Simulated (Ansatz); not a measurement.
ZrAl₃:
```xyz
8
Lattice="-1.9927 1.9927 8.5873 1.9927 -1.9927 8.5873 1.9927 1.9927 -8.5873" Properties=species:S:1:pos:R:3 pbc="T T T"
Al     0.0000     1.9927     0.0000
Al     1.9927     0.0000     0.0000
Al     0.0000     1.9927     4.2937
Al     1.9927     0.0000     4.2937
Al     0.0000     0.0000     6.4342
Al     0.0000     0.0000    10.7405
Zr     0.0000     0.0000     2.0397
Zr     0.0000     0.0000    15.1350
```

This is the PBEsol-relaxed structure.

Problem. All from plane-wave PAW PBEsol (Ansatz code), unless another level is named. Predict the density of states at the Fermi level.

Solution. 0.26 states/eV per atom (mean over ±0.08 eV).

Problem. Predict the formation energy from the elements (no fitted shifts).

Solution. -0.50 eV/atom.

Problem. What about the gap with spin–orbit coupling?

Solution. none (metallic).

Space group I4/mmm. The workflow started from an entry of the Crystallography Open Database (COD). Its standing as an ambient phase is unchecked. Symmetry was held in the PBEsol relaxation; its stability against distortions is not shown here. The run is not spin-polarised. The references are the lowest solids computed at this level, not always the standard phases. Spin–orbit coupling is left out wherever it is not named.

Potentials: the later of the program's two PAW sets.
